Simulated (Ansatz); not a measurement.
**ScFe4As8, a known structure type with other elements, at an estimated volume**

```xyz
13
Lattice="0.0000 0.0000 5.4206 4.6884 -4.6884 2.7103 4.6884 4.6884 -2.7103" Properties=species:S:1:pos:R:3 pbc="T T T"
Sc    0.0000    0.0000    0.0000
As    7.3205    0.0000    2.7103
As    4.6884    2.6321    0.0000
As    2.0563    0.0000    2.7103
As    4.6884   -2.6321    5.4206
As    3.1927    0.0000    0.0000
As    4.6884   -1.4957    2.7103
As    6.1841    0.0000    0.0000
As    4.6884    1.4957    2.7103
Fe    2.3442    2.3442    1.3551
Fe    2.3442   -2.3442    4.0654
Fe    2.3442    2.3442   -1.3551
Fe    2.3442   -2.3442    1.3551
```

Method: PBEsol, no spin polarisation; PAW, plane waves to 420 eV, 7×7×7 Γ-centred mesh, fermi-dirac occupations (width 0.1 eV) (Ansatz 0.2.0), atoms fixed.

**Question.** Is there a gap?

**Answer.** It is a metal, with about 21 states/eV a cell as the mean within 0.25 eV of the Fermi level, mostly Fe d (75 %) and As p (15 %).

**Question.** Is it stable against the elements?

**Answer.** 0.38 eV an atom against the elements' usual phases (free molecules for gases, crystals otherwise, with no correction for O₂ or N₂), so at this geometry it isn't bound against them. Relaxing would lower it.

**Question.** What does the stress say?

**Answer.** The pressure is -17.2 GPa (compression positive), so with the atoms held at these fractions the cell would first shrink; the forces are large, so a full relaxation may end otherwise. The principal stresses -18.2, -18.2, -15.3 GPa differ, so its shape would change too.

**Question.** Where is the largest force?

**Answer.** The largest is on As6 (and as large on other atoms): 1.13 eV/Å, components (-1.13, 0.00, 0.00). It makes 73° with the line to a nearest neighbour, Fe10 at 2.84 Å.

**Question.** Describe some of the short contacts.

**Answer.** Fe–Fe at 2.71 Å: least valence density 0.25 e/Å³ and ELF 0.31 there. As–Fe at 2.72 Å: least valence density 0.27 e/Å³ and ELF 0.32 there. As–As at 2.91 Å: least valence density 0.23 e/Å³ and ELF 0.31 there. Both are smooth PAW fields, read partly inside the augmentation spheres.

Origin: a known structure type with other elements, at an estimated volume, so it need not be a known compound. Caveats: no spin polarisation, so a magnetic state may lie lower; atoms or cell far from equilibrium.
